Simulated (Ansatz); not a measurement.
BC7:
```xyz
8
Lattice="3.6007 0.0000 0.0000 0.0000 3.6007 0.0000 0.0000 0.0000 3.6007" Properties=species:S:1:pos:R:3 pbc="T T T"
C      1.8003     0.0000     0.0000
C      2.7182     0.8824     0.8824
B      1.8003     1.8003     1.8003
C      2.7182     2.7182     2.7182
C      0.0000     0.0000     1.8003
C      0.8824     0.8824     2.7182
C      0.0000     1.8003     0.0000
C      0.8824     2.7182     0.8824
```

Relaxed with PBEsol. Special points in fractions of this cell's reciprocal vectors: Γ (0.000, 0.000, 0.000); X (0.000, 0.500, 0.000); M (0.500, 0.500, 0.000); R (0.500, 0.500, 0.500).

**Question.** List the band energies nearest the Fermi level at these points for DFT-PBEsol in the program Ansatz with PAW potentials.

**Answer.** In eV from the Fermi level; about four levels below and three above (degenerate sets whole), none deeper than 8.9 eV; points with the same levels are listed once.

```
k                                below            above
-  -----------------------------------  ---------------
Γ  -5.37 -5.37 -5.37 -4.40 -4.40 -4.40   1.61 1.61 1.61
X              -2.71 -2.61 -1.75 -1.75  5.54 5.87 10.64
M              -2.45 -2.07 -0.71 -0.71   8.60 8.60 9.22
R  -1.92 -1.92 -1.92 -0.13 -0.13 -0.13   9.06 9.06 9.06
```

Space group P-43m. The start of the workflow was typed in or built on a structure type; the Crystallography Open Database copy checked does not list it. Whether it is the stable phase at ambient conditions was not checked. Symmetry was held in the PBEsol relaxation; its stability against distortions is not shown here. Its formation energy is positive at this level, so the cell may be metastable or incomplete.

Potentials: the earlier of the program's two PAW sets. The files were generated under PBE; for other functionals the program regenerates the frozen cores, and for LDA and PBEsol the local potential too.
